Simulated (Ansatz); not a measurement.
The start is a generated cell, Bi2S3 built in the stibnite structure type. The structure is fully relaxed (lattice and positions, P = 0) with PBEsol (plane waves to 420 eV, PAW, scalar-relativistic; Ansatz, an electronic-structure program). The first steps use a coarse 2×5×2 k-mesh.

The start:
```yaml
crystal:
  lattice:
    - [11.82198, 0.00000, 0.00000]
    - [0.00000, 4.01289, 0.00000]
    - [0.00000, 0.00000, 11.76225]
  atoms:
    - { symbol: Bi, position: [0.97063, 0.25000, 0.17398] }
    - { symbol: Bi, position: [0.47063, 0.25000, 0.32602] }
    - { symbol: Bi, position: [0.02937, 0.75000, 0.82602] }
    - { symbol: Bi, position: [0.52937, 0.75000, 0.67398] }
    - { symbol: Bi, position: [0.64939, 0.25000, 0.96397] }
    - { symbol: Bi, position: [0.14939, 0.25000, 0.53603] }
    - { symbol: Bi, position: [0.35061, 0.75000, 0.03603] }
    - { symbol: Bi, position: [0.85061, 0.75000, 0.46397] }
    - { symbol: S, position: [0.29220, 0.25000, 0.19181] }
    - { symbol: S, position: [0.79220, 0.25000, 0.30819] }
    - { symbol: S, position: [0.70780, 0.75000, 0.80819] }
    - { symbol: S, position: [0.20780, 0.75000, 0.69181] }
    - { symbol: S, position: [0.45040, 0.25000, 0.87700] }
    - { symbol: S, position: [0.95040, 0.25000, 0.62300] }
    - { symbol: S, position: [0.54960, 0.75000, 0.12300] }
    - { symbol: S, position: [0.04960, 0.75000, 0.37700] }
    - { symbol: S, position: [0.62460, 0.25000, 0.56110] }
    - { symbol: S, position: [0.12460, 0.25000, 0.93890] }
    - { symbol: S, position: [0.37540, 0.75000, 0.43890] }
    - { symbol: S, position: [0.87540, 0.75000, 0.06110] }
```

Problem. How large is the pressure on the unrelaxed cell, and of which sign?

Solution. -3.2 GPa (negative: the cell is under tension).

Problem. What is the largest force in the starting geometry, and on which atom (counted from 1)?

Solution. 0.37 eV/Å, on S9, S10, S11, S12 (atoms numbered as listed).

Problem. How much energy is released per atom?

Solution. 0.048 eV/atom.

Problem. How does the volume per atom move from start to end?

Solution. -13.0 %, from 27.90 to 24.26 Å³/atom.

Problem. How do the shortest distances between atoms change?

Solution. The closest pairs of elements (up to four, under 3.6 Å), start → end: Bi–S 2.57 → 2.63 Å; S–S 3.57 → 3.27 Å.

Problem. What band gap does the relaxed structure have at this level?

Solution. 1.21 eV, indirect (valence top at k = (0.3333, 0, 0), conduction bottom at Γ) (no spin-orbit coupling).

The space group stays Pnma (No. 62) (the run could not lower it); the end is AFLOW prototype A3B2_oP20_62_3c_2c (D5_8, as in Sb2S3), with 20 atoms in the primitive cell. Final values are on a 3×7×3 k-mesh of the relaxed cell. No spin polarisation in the result. Spin-orbit coupling is missing; with elements this heavy it can move band edges by tenths of an eV or more.

The run could not lose the symmetry of its start.

The first start was generated by placing the elements on the sites of a structure type. A measured structure of Bi2S3 has the same space group, Pnma (No. 62); the sites were not compared with it.
